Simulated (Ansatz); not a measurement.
TiO$_{2}$ (anatase)

```
TiO2
1.0
   -1.89940     1.89940     4.85040
    1.89940    -1.89940     4.85040
    1.89940     1.89940    -4.85040
Ti O
2 4
Direct
  0.50000   0.50000   0.00000
  0.25000   0.75000   0.50000
  0.29355   0.29355   0.00000
  0.04355   0.54355   0.50000
  0.45645   0.95645   0.50000
  0.70645   0.70645   0.00000
```

The slice is a (001) plane (indices of the conventional cell) through the point (0.457, 0.957, 0.500) (fractional), spanned by u = [101] and v = [011] in vectors of this cell: u (3.80 Å) and v (3.80 Å, at 90° to u). It covers one period; positions are fractions (u, v).

The numbers are results of PBE (plane waves to 420 eV, PAW, scalar-relativistic; Ansatz, a quantum-chemistry and plane-wave program), not measurements. k mesh 12×12×12. These are valence fields of a PAW run, semicore shells included where kept as valence: close to a nucleus they are smooth pseudo fields. TiO2 is run without spin polarisation. TiO2 was relaxed with its symmetry unable to fall.

Q: Sketch the valence electron density on this plane as a map.

A: 
| v \ u | 0.00 | 0.11 | 0.21 | 0.32 | 0.43 | 0.54 | 0.64 | 0.75 | 0.86 | 0.96 |
|---|---|---|---|---|---|---|---|---|---|---|
| 0.93 | 0.8 | 0.5 | -0.3 | -1.0 | -1.6 | -1.7 | -1.3 | -0.5 | 0.3 | 0.8 |
| 0.86 | 0.4 | 0.1 | -0.5 | -1.1 | -1.5 | -1.5 | -1.3 | -0.7 | 0.0 | 0.4 |
| 0.79 | 0.0 | -0.2 | -0.7 | -1.1 | -1.2 | -1.3 | -1.2 | -0.9 | -0.4 | -0.1 |
| 0.71 | -0.2 | -0.4 | -0.8 | -1.0 | -0.9 | -0.9 | -1.0 | -0.9 | -0.5 | -0.2 |
| 0.64 | 0.3 | 0.0 | -0.7 | -0.8 | -0.6 | -0.6 | -0.7 | -0.8 | -0.3 | 0.3 |
| 0.57 | 0.7 | 0.4 | -0.5 | -0.6 | -0.4 | -0.3 | -0.6 | -0.6 | 0.2 | 0.7 |
| 0.50 | 0.8 | 0.6 | -0.3 | -0.6 | -0.3 | -0.3 | -0.5 | -0.5 | 0.3 | 0.8 |
| 0.43 | 0.7 | 0.4 | -0.5 | -0.6 | -0.4 | -0.3 | -0.5 | -0.6 | 0.2 | 0.7 |
| 0.36 | 0.3 | 0.0 | -0.7 | -0.8 | -0.6 | -0.6 | -0.7 | -0.8 | -0.3 | 0.3 |
| 0.29 | -0.2 | -0.4 | -0.8 | -1.0 | -0.9 | -0.9 | -1.0 | -0.9 | -0.5 | -0.2 |
| 0.21 | 0.0 | -0.2 | -0.7 | -1.1 | -1.2 | -1.3 | -1.2 | -0.9 | -0.4 | -0.1 |
| 0.14 | 0.4 | 0.1 | -0.5 | -1.1 | -1.5 | -1.5 | -1.3 | -0.7 | 0.0 | 0.4 |
| 0.07 | 0.8 | 0.5 | -0.3 | -1.0 | -1.6 | -1.7 | -1.3 | -0.5 | 0.3 | 0.8 |
| 0.00 | 0.9 | 0.6 | -0.2 | -1.0 | -1.6 | -1.7 | -1.2 | -0.5 | 0.4 | 0.9 |

Values: log₁₀ of the valence density in e/Å³. The scale is logarithmic, as a density can span decades between atoms and voids.
